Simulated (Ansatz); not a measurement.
Polymorphs of V2SiB2, each relaxed with r²SCAN (plane waves, PAW; program Ansatz):

A: P-6m2
a = b = 2.9747 Å, c = 6.5682 Å, α = β = 90.00°, γ = 120.00°

```
atom  site  symmetry       x       y       z
----  ----  --------  ------  ------  ------
V       2h       3m.  0.3333  0.6667  0.2778
Si      1a      -6m2  0.0000  0.0000  0.0000
B       1b      -6m2  0.0000  0.0000  0.5000
B       1f      -6m2  0.6667  0.3333  0.5000
```

B: Cmmm
a = 2.975 Å, b = 10.406 Å, c = 3.099 Å, α = β = γ = 90.00°

| atom | site | symmetry | x | y | z |
|---|---|---|---|---|---|
| Si | 2a | mmm | 0.0000 | 0.0000 | 0.0000 |
| V | 4j | m2m | 0.5000 | 0.1376 | 0.5000 |
| B | 4i | m2m | 0.0000 | 0.2050 | 0.0000 |

Put the candidates in order of energy per atom at 0 K, lowest first, for r²SCAN.

A (+0 meV/atom), B (+77 meV/atom)

Spin orders computed, not proven ground states: B ferromagnetic. Typed or built starts, not in the databases checked: A; B. Began spin-polarised and lost the moments: A. All cells were relaxed under the symmetry of their starts (and spin orders); stability against distortions was not tested throughout.

Energies hold the estimated change up to a 700 eV cutoff; steps of a few meV lie near the error of the meshes.

Potentials: the earlier of the program's two PAW sets. The files were generated under PBE; for other functionals the program regenerates the frozen cores, and for LDA and PBEsol the local potential too.
